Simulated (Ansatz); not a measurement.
Relaxed-ion elastic tensor of NbP in space group P-6m2 (No. 187; Nb on 1a, P on 1f) in GPa (Voigt order), plane-wave PAW r²SCAN (Ansatz code); density 6.42 g/cm³, 16.02 Å³ per atom.

|  | 1 | 2 | 3 | 4 | 5 | 6 |
|---|---|---|---|---|---|---|
| 1 | 276 | 113 | 145 | 0.0 | 0.0 | 0.0 |
| 2 | 113 | 276 | 145 | 0.0 | 0.0 | 0.0 |
| 3 | 145 | 145 | 406 | 0.0 | 0.0 | 0.0 |
| 4 | 0.0 | 0.0 | 0.0 | 183 | 0.0 | 0.0 |
| 5 | 0.0 | 0.0 | 0.0 | 0.0 | 183 | 0.0 |
| 6 | 0.0 | 0.0 | 0.0 | 0.0 | 0.0 | 81.5 |

Q: Is the crystal mechanically stable?

A: Yes: the smallest eigenvalue of C is 81.5 GPa.

Q: Work out the Voigt, Reuss and Hill averages.

A: K_V = 196, K_R = 187, K_H = 191; G_V = 126, G_R = 110, G_H = 118 GPa.

Q: Give Young's modulus, Poisson's ratio, Pugh's ratio and the universal anisotropy index.

A: E = 9KG/(3K + G) = 294 GPa; ν = 0.24; K/G = 1.62 (brittle by the Pugh limit of 1.75); A_U = 5G_V/G_R + K_V/K_R − 6 = 0.81.

Q: Estimate the sound speeds and the Debye temperature.

A: v_l = √((K + 4G/3)/ρ) = 7370 m/s, v_t = √(G/ρ) = 4290 m/s, mean 4760 m/s; Θ = (h/k)(3n/4πV)^(1/3) v_m = 562 K.

Q: How much does each axis shrink under pressure?

A: Linear compressibilities β_i = Σ_j S_ij (j = 1 to 3): x 2.3, y 2.3, z 0.86 per TPa.

A made-up cell: these elements were put on the sites of a structure type; neither database checked (COD, Materials Project) lists it. COD files the formula under space group No. 141, so this cell is another polymorph or a model. Its standing as an ambient phase is unchecked. The cell was relaxed with r²SCAN under the symmetry of its start; of distortions, only those at the zone centre were tested. The run is not spin-polarised. As this level gives no gap, shear constants depend on the k-mesh and smearing (Fermi–Dirac, 0.1 eV here).

Potentials: the later of the program's two PAW sets.
